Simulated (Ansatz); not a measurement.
**One input, then a changed one: Au (fcc type)**

First run: DFT, PBE, PAW with Ansatz's default frozen-core files, scalar-relativistic (Ansatz 0.2.0).

Command: `ansatz run input.yaml --threads 1 --pin off --max-ram 3584MiB --backend cpu --events-out ev --progress --plain --runs-dir out` It took 7.1 s on 1 thread of Intel(R) Xeon(R) Platinum 8488C (Sapphire Rapids) (shared host), peak memory 0.39 GiB.

```yaml
crystal:
  lattice:
    - [0.0, 2.0782718017, 2.0782718017]
    - [2.0782718017, 0.0, 2.0782718017]
    - [2.0782718017, 2.0782718017, 0.0]
  atoms:
    - { symbol: Au, position: [0.0, 0.0, 0.0] }
kpoints:
  mp_grid: { grid: [18, 18, 18] }
scf:
  occupations: { method: fermi_dirac, width: 0.05 }
hamiltonian:
  xc: pbe
  pseudopotentials: { kind: paw }
output:
  forces: true
  stress: true
  write_density: true
  write_potential: true
  elf: true
  volumetric_format: npy
relax:
  f_tol: 0.005
  max_steps: 40
  cell: {}
```

The start is a guessed cell.

This run: bulk cell relaxed.

It converges in 18 SCF iterations over all geometries at a pressure of 0.00 GPa, ending at 17.97 Å³/atom, cutoff 420 eV.

The input is then changed:

```diff
   atoms:
-    - { symbol: Au, position: [0.0, 0.0, 0.0] }
+    - { symbol: Au, position: [0.0, 0.0, 0.0], spin: 0.2 }
 kpoints:
   occupations: { method: fermi_dirac, width: 0.05 }
+  lower_state_search: "off"
 hamiltonian:
   stress: true
-  write_density: true
-  write_potential: true
-  elf: true
-  volumetric_format: npy
 relax:
   cell: {}
+basis:
+  ecutwfc: "36.7 Ry"
+magnetization:
+  spin_polarized: true
```

Question: Predict the outcome of the changed run.

Answer: It converges in 25 SCF iterations over all geometries at a pressure of 0.00 GPa, cell moment 0.00 μB, ending at 17.97 Å³/atom, cutoff 499 eV. More than one line changes, and not each need have an effect. Results part of its log:
```
basis re-selected at this cell: Δ(F+E_penalty+E_count) = -1.858e-6 eV, ΔP = +0.000 GPa vs the last step (what re-selecting the basis moved, of the pressure what is left beyond the Pulay correction that the steps carried, after the strain that the cell walked since its last selection, with what the two solves' SCF thresholds leave and, on support functions, any second-order correction that the steps lacked; it is no measure of the basis error at this ecutwfc). This SCF's stress stands 3.52e-4 GPa from its target on what of the cell is left free (relax.cell.stress_tol is 5.00e-2 GPa) and its largest allowed force component is 0.00e0 eV/Å (relax.f_tol is 5.00e-3 eV/Å): within both
SCF converged after 3 iterations
Magnetization: 0.0000 μB (9.5000 up, 9.5000 down)
Absolute magnetization: 0.0000 μB (∫|ρ↑−ρ↓|, with the PAW one-centre terms)
Spin contamination: 0.0000 ħ² per cell (⟨S²⟩ above its minimum at these occupations)
Per-site moments (μB) at R_I (Å): [(7.529165434805807e-9, 1.2127856669474915)]
Free energy (F): -13149.331006 eV
Harris-Foulkes:  -13149.331006 eV  (|F-HF|=1.82e-12)
Internal energy: -13149.328906 eV  (E = F + TS)
E sigma→0 (E₀):  -13149.329956 eV
Entropy (-TS):   -0.002100 eV (-2.100 meV/atom)
Fermi energy:    19.173714 eV
--- Per-component energies (eV) ---
  E_band       = -229.675467
  E_kinetic    = 604.191841
  E_local      = -1782.970650  (includes V_loc(G=0)·N_el)
  E_nonlocal   = 74.294226
  E_hartree    = 755.578922
  E_xc         = -227.680945
  E_vxc        = -274.783147  (∫ρ·V_xc dr)
  E_paw        = -9706.716585  (= ΣΔE_a)
  E_vpaw       = -361.566142  (= ΣTr[D̂ρ^β])
  E_aug_tail   = 0.000646  (compensation charges beyond the density's cutoff)
  E_ewald      = -2866.026362
  E_smearing   = -0.002100  (= −TS)
  E_closure    = 0.000000  (closes the sum)
  Σ components = -13149.331006   (vs F -13149.331006, Δ=0.00e0)
--- Forces (eV/Å), atoms counted from 1 ---
  atom   1  Au    -0.00000000     0.00000000     0.00000000
  max |Σ_I F_I| component: 5.26e-31 eV/Å
--- Stress (GPa, compression-positive) ---
       -0.000352      -0.000000      -0.000000
       -0.000000      -0.000352      -0.000000
       -0.000000      -0.000000      -0.000352
  P = ⅓ Tr σ = -0.0004 GPa (-0.004 kbar)
--- Relaxed structure (3 steps of the walk, 2 accepted, 1 SCFs on fresh bases) ---
  F+E_penalty+E_count = -13149.33100604 eV   max|allowed force component| = 0.000e0 eV/Å   (the final SCF, on the basis selected at the relaxed cell)
  cell:  # Å, volume = 17.9707 Å³
    - [1.019074406579118e-34, 2.078955076907687, 2.078955076907687]
    - [2.078955076907687, 5.09537203289559e-35, 2.078955076907687]
    - [2.078955076907687, 2.078955076907687, 2.547686016447795e-35]
  atoms:
    - { symbol: Au, position: [0.0, 0.0, 0.0] }
```
